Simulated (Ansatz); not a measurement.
Sr₂H₃I:
```
Sr2H3I
1.0
    4.23670     0.00000     0.00000
   -2.11835     3.66909     0.00000
    0.00000     0.00000     7.67295
Sr H I
2 3 1
Cartesian
  2.11835   1.22303   5.20631
  0.00000   2.44606   2.46664
  0.00000   0.00000   3.83647
  2.11835   1.22303   2.73747
  0.00000   2.44606   4.93548
  0.00000   0.00000   0.00000
```

Relaxed with r²SCAN. Independent-particle spectrum: no excitons, no local fields, no scissors shift; 0.1 eV broadening; ε₁ of the summed bands alone.

Problem. Tabulate the dielectric function from r²SCAN in the plane-wave PAW code Ansatz.

Solution. 

```
E (eV)  ε₁ xx  ε₂ xx  ε₁ zz  ε₂ zz
------  -----  -----  -----  -----
0.0      4.27   0.00   4.18   0.00
0.5      4.29   0.00   4.20   0.00
1.0      4.36   0.00   4.25   0.00
1.5      4.47   0.00   4.34   0.00
2.0      4.67   0.00   4.48   0.00
2.5      4.99   0.00   4.69   0.00
3.0      5.67   0.00   5.01   0.00
3.5      6.56   1.71   5.55   0.11
4.0      5.38   2.25   6.25   0.47
4.5      5.38   2.07   6.97   0.83
5.0      6.38   2.47   9.19   2.25
5.5      7.01   3.62   8.93   4.57
6.0      5.90   7.93   8.69  12.21
6.5      2.62   7.34  -0.92   7.50
7.0      0.20   6.17   1.62   6.62
7.5      0.60   4.84   0.66   5.09
8.0      0.38   3.82  -1.69   3.41
8.5     -0.07   3.83  -0.68   2.92
9.0     -0.11   2.98  -0.41   3.27
9.5      0.24   3.04  -0.86   1.96
10.0    -0.95   2.62  -0.38   1.77
10.5     0.02   1.96  -0.14   1.62
11.0    -0.09   2.19  -0.04   1.45
11.5    -0.43   1.95   0.09   1.20
12.0    -0.49   1.51   0.28   1.52
```

Problem. From ε at 3.8 eV (xx: 5.74 + 2.41i), find n, k, the normal reflectivity and the absorption coefficient.

Solution. n = 2.45, k = 0.493, R = 19 %, α = 2kE/ħc = 190000 cm⁻¹.

With all bands, ε∞ without local fields is 4.31 (xx = yy), 4.22 (zz).

Space group P-3m1. The first step of the workflow began from a Materials Project structure, measured or hypothetical; the Crystallography Open Database copy checked does not list it. Whether it is the stable phase at ambient conditions was not checked. The cell was relaxed with r²SCAN under the symmetry of its start; its stability against distortions is not shown here. Scalar-relativistic: spin–orbit coupling is off unless named, which matters more the heavier the elements.

Potentials: the later of the program's two PAW sets.
